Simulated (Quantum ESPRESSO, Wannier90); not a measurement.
# Tight-binding from DFT: BN (Fmm2)

Cell from Materials Project (mp-685145), symmetrised, no further relaxation. Not found in the COD (Crystallography Open Database) copy used, which has the formula in other groups; not checked further. Computed values, not measurements, from PBEsol: Quantum ESPRESSO (norm-conserving PseudoDojo potentials, cutoff 68 Ry, no spin polarisation, no spin-orbit coupling) on a Γ-centred 12×12×12 mesh, then Wannier90. Density: 14×14×14 mesh, cold smearing 0.01 Ry. The cell is built of weakly bound layers, chains or molecules, whose nearest atoms lie 3.57 Å apart. Database cells relaxed without dispersion often hold them too far apart, which can enlarge gaps and weakens couplings between them; spacing and stacking were not compared with the measured crystal.

```
begin unit_cell_cart
ang
   -1.2516300000    0.0000000000   -2.1660900000
   -1.2516300000    0.0000000000    2.1660900000
    1.2516300000    3.4953150000    0.0000000000
end unit_cell_cart
mp_grid = 12 12 12
```

Task: Which shells of neighbouring k-points and which b-vectors and weights does Wannier90 pick for this cell and mesh?

Result: 
```
 *---------------------------------- K-MESH ----------------------------------*
 +----------------------------------------------------------------------------+
 |                    Distance to Nearest-Neighbour Shells                    |
 |                    ------------------------------------                    |
 |          Shell             Distance (Ang^-1)          Multiplicity         |
 |          -----             -----------------          ------------         |
 |             1                   0.149800                      2            |
 |             2                   0.241725                      2            |
 |             3                   0.252920                      8            |
 |             4                   0.284379                      4            |
 |             5                   0.299600                      2            |
 |             6                   0.329922                      8            |
 |             7                   0.384956                      4            |
 |             8                   0.418334                      2            |
       ... (lines left out)
 +----------------------------------------------------------------------------+
 | The b-vectors are chosen automatically                                     |
 | The following shells are used:                       1,  2,  3             |
 +----------------------------------------------------------------------------+
 |                        Shell   # Nearest-Neighbours                        |
 |                        -----   --------------------                        |
 |                          1               2                                 |
 |                          2               2                                 |
 |                          3               8                                 |
 +----------------------------------------------------------------------------+
 | Completeness relation is fully satisfied [Eq. (B1), PRB 56, 12847 (1997)]  |
 +----------------------------------------------------------------------------+
 |                  b_k Vectors (Ang^-1) and Weights (Ang^2)                  |
 |                  ----------------------------------------                  |
 |            No.         b_k(x)      b_k(y)      b_k(z)        w_b           |
 |            ---        --------------------------------     --------        |
 |             1         0.000000    0.149800    0.000000    19.424455        |
 |             2         0.000000   -0.149800    0.000000    19.424455        |
 |             3         0.000000    0.000000   -0.241725     5.699988        |
 |             4         0.000000    0.000000    0.241725     5.699988        |
 |             5        -0.209167    0.074900    0.120863     2.857095        |
 |             6        -0.209167    0.074900   -0.120863     2.857095        |
 |             7        -0.209167   -0.074900    0.120863     2.857095        |
 |             8        -0.209167   -0.074900   -0.120863     2.857095        |
 |             9         0.209167   -0.074900   -0.120863     2.857095        |
 |            10         0.209167    0.074900   -0.120863     2.857095        |
 |            11         0.209167   -0.074900    0.120863     2.857095        |
 |            12         0.209167    0.074900    0.120863     2.857095        |
```
